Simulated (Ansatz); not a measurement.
# Settings and field gradients in Li2BeF4

Cell: a structure deposited in the COD, taken as it stands.

Space group R-3:H (No. 148); a = 13.2900, c = 8.9100 Å, γ = 120.00°.

```
site  Wyckoff  site symmetry       x       y       z
 Li1      18f              1  0.9785  0.7846  0.5816
 Li7      18f              1  0.3170  0.4593  0.5818
  Be      18f              1  0.9845  0.7883  0.2493
 F19      18f              1  0.6608  0.0102  0.5819
 F25      18f              1  0.1106  0.8942  0.2519
 F31      18f              1  0.5917  0.1299  0.4374
 F37      18f              1  0.9181  0.7908  0.3923
```

One atom of each set is listed; the run and its k-mesh use a cell of 42 atoms with edges of 8.23, 8.23, 8.23 Å.

Reference run. All values are calculated (Ansatz; DFT, PBE, plane waves and PAW, scalar-relativistic, 420 eV cutoff, Γ-centred 3×3×3 k-points, Fermi–Dirac smearing 0.02 eV), not measured.

It gives V_zz (10²¹ V/m²) F19 6.27 (η 0.53), among others. Each of these runs changes the input as listed (caps on SCF iterations aside):

A. basis.ecutrho_ratio: not typed → 1
B. scf.mixing.algorithm: not typed → broyden; scf.mixing.beta: not typed → 0.5

**Question.** Which of these changes matter for the gradients?

**Answer.** 

```tsv
run	F19 V_zz (η)	largest change of a gradient tensor, all atoms	note
A	4.99 (0.46)	1.28	converged; cutoff below the recommended one
B	6.27 (0.53)	0.00	converged
```

Run A moves them most, on F19 (V_zz from 6.27 to 4.99). Run A holds a density cutoff far too low, so its numbers aren't properties of the crystal.

On the reference run: With these PAW files V_zz is typically within 2 to 3 % of all-electron values, but misses above 10 % occur on Li.
